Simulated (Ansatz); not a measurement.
Property card for VSi

VSi:
```yaml
crystal:
  lattice:
    - [0.00000, 2.96005, 2.96005]
    - [2.96005, 0.00000, 2.96005]
    - [2.96005, 2.96005, 0.00000]
  atoms:
    - { symbol: V, position: [0.00000, 0.00000, 0.00000] }
    - { symbol: Si, position: [0.25000, 0.25000, 0.25000] }
    - { symbol: V, position: [0.50000, 0.50000, 0.50000] }
    - { symbol: Si, position: [0.75000, 0.75000, 0.75000] }
```
The run is spin-polarised; directions of the spins, atom by atom: ↑ 0 ↓ 0.

Space group Pm-3m (No. 221), CsCl type; conventional cell a = b = c = 2.9601 Å, α = β = γ = 90.00°.

Method: PBEsol (plane waves, PAW; program Ansatz). Structure relaxed to zero pressure with the same functional. Other levels are named where they apply.

### Cell and energy

- Volume per atom: 12.97 Å³
- Density: 5.06 g/cm³
- Formation energy from the elements (no fitted shifts): -0.21 eV/atom

### Electronic structure

* **Electronic character**: metallic (no gap)
* **Density of states at the Fermi level**: 0.55 states/eV per atom (mean over ±0.08 eV)

### Magnetism

- Magnetic order = antiferromagnetic
- Net moment = 0.00 μB per atom

### Mechanics

- Bulk modulus (Birch–Murnaghan fit) = 147 GPa
- Pressure derivative B′ = 3.0
- Mechanical stability = unstable (C has a negative eigenvalue)

The cell is a constructed one: a structure type filled with these elements; neither database checked (COD, Materials Project) lists it. Its standing as an ambient phase is unchecked. The PBEsol relaxation kept the symmetry of its start, as lowered by the spin order. Spin order of the final state: antiferromagnetic, chosen from 3 collinear starts compared on coarse meshes (ties went to the first, and starts can fall back to one state), not a proven ground state. Point labels and valley counts follow the cell and symmetry of the run, lower than the named group. On the denser mesh and wider smearing of the elastic run this cell carries a stress of 0.6 GPa. The references are the lowest solids computed at this level, not always the standard phases.

Potentials: the earlier of the program's two PAW sets. The files were generated under PBE; for other functionals the program regenerates the frozen cores, and for LDA and PBEsol the local potential too.
